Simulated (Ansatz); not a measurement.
**ZnS with Na replacing Zn: which input changes reach the field gradients?**

Cell: a supercell of ZnS (wurtzite type, P6_3mc) built from an entry of the Crystallography Open Database (COD), with all atoms left at the host's positions.

```cif
data_NaZn15S16
_symmetry_space_group_name_H-M 'P3m1'
_symmetry_Int_Tables_number 156
_cell_length_a 7.6220
_cell_length_b 7.6220
_cell_length_c 12.4680
_cell_angle_alpha 90.000
_cell_angle_beta 90.000
_cell_angle_gamma 120.000
loop_
_atom_site_label
_atom_site_type_symbol
_atom_site_symmetry_multiplicity
_atom_site_Wyckoff_symbol
_atom_site_fract_x
_atom_site_fract_y
_atom_site_fract_z
Na Na 1 a 0.0000 0.0000 0.0000
Zn2 Zn 1 a 0.0000 0.0000 0.5000
Zn3 Zn 3 d 0.0000 0.5000 0.0000
Zn4 Zn 3 d 0.0000 0.5000 0.5000
Zn9 Zn 3 d 0.1667 0.8333 0.2500
Zn10 Zn 3 d 0.1667 0.8333 0.7500
Zn15 Zn 1 c 0.6667 0.3333 0.2500
Zn16 Zn 1 c 0.6667 0.3333 0.7500
S17 S 1 a 0.0000 0.0000 0.1925
S18 S 1 a 0.0000 0.0000 0.6925
S19 S 3 d 0.0000 0.5000 0.1925
S20 S 3 d 0.0000 0.5000 0.6925
S25 S 3 d 0.1667 0.8333 0.4425
S26 S 3 d 0.1667 0.8333 0.9425
S31 S 1 c 0.6667 0.3333 0.4425
S32 S 1 c 0.6667 0.3333 0.9425
```

One atom of each set is listed.

Reference run. Method: Kohn–Sham DFT in Ansatz, PBE, plane waves and PAW, scalar-relativistic, 420 eV cutoff, Γ-centred 3×3×2 k-points, Fermi–Dirac smearing 0.01 eV, cell charge -1.

It gives V_zz (10²¹ V/m²) Na 0.74 (η 0.00), S26 -10.24 (η 0.07), Zn3 3.29 (η 0.24), among others. Each of these runs changes the input as listed (caps on SCF iterations aside):

A. scf.mixing.preconditioner: not typed → ldos
B. kpoints.mp_grid.grid: [3, 3, 2] → [4, 4, 2]; scf.lower_state_search: not typed → standard; accuracy: not typed → low

Question: Which of these changes matter for the gradients?

Answer: 

```
run  Na V_zz (η)   S26 V_zz (η)  Zn3 V_zz (η)  largest change of a gradient tensor, all atoms       note
  A  0.74 (0.00)  -10.24 (0.07)   3.29 (0.24)                                            0.00  converged
  B  0.74 (0.00)  -10.25 (0.06)   3.28 (0.24)                                            0.05  converged
```

Run B moves them most, on S17 (V_zz from -9.07 to -9.12); against its own size the tensor moves most on S18 among sites above 0.3 (by 0.04, V_zz from -0.39 to -0.42).

Run B changes kpoints.mp_grid.grid, accuracy together, so the table can't tell their shares apart.

On the reference run: The defect repeats with the cell of 32 atoms, so it feels its images: sites between two images don't show the values beside a lone defect, and zeros or small values of η there can come from the images' arrangement. S and Zn carry a gradient in the pure host already, so the values there aren't the defect's effect alone. A uniform background compensates the cell's charge. The neighbours have not yet relaxed around the defect (largest force 1.9 eV/Å), so a real crystal will differ.
